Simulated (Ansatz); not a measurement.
Relaxed PtSe2 (CdI2 type):

```
PtSe2
1.0
    3.77238     0.00000     0.00000
   -1.88619     3.26698     0.00000
    0.00000     0.00000     4.81834
Pt Se
1 2
Cartesian
  0.00000   0.00000   0.00000
  1.88619   1.08899   1.27955
  0.00000   2.17799   3.53879
```

Two-dimensional scan of atom 1 (Pt, nearest neighbour Se at 2.526 Å; its periodic images, 3.8 Å or more away, move with it): u runs along (1.000, 0.000, 0.000), v along (0.000, 1.000, 0.000) (Cartesian). Cell and other atoms are fixed.

All values below come from PBE-D3(BJ) (plane waves to 420 eV, PAW, scalar-relativistic; Ansatz, a first-principles code). k mesh 11×11×8 (Γ-centred), Fermi-Dirac smearing 0.05 eV. The energy includes the smearing's −TS. Points where atoms come too close for the PAW data are left out (x in tables, blank in figures). With partly filled bands, energies and forces of such displacements shift with the k mesh and the smearing. PtSe2 is run without spin polarisation. PtSe2 was relaxed with its symmetry unable to fall. Spin-orbit coupling is left out, though Pt is heavy. The zero of ΔE is the undisplaced structure. Axes are in Å.

**Question.** What ΔE (meV/cell) does the calculation give at all points of the grid u = -0.630, -0.420, -0.210, 0.000, 0.210, 0.420, 0.630 by v = -0.630, -0.420, -0.210, 0.000, 0.210, 0.420, 0.630?

**Answer.** ΔE (meV/cell), with u across and v down:

```tsv
v \ u	-0.630	-0.420	-0.210	0.000	0.210	0.420	0.630
-0.630	x	4202	3241	2972	3241	4202	x
-0.420	x	2591	1606	1297	1606	2591	x
-0.210	3286	1625	642	319	642	1625	3286
0.000	2875	1286	319	0	319	1286	2875
0.210	3286	1625	642	319	642	1625	3286
0.420	x	2591	1606	1297	1606	2591	x
0.630	x	4202	3241	2972	3241	4202	x
```

(For displaced atoms, the force is minus the slope of the energy, and its curvature is a force constant, which sets phonon frequencies.)
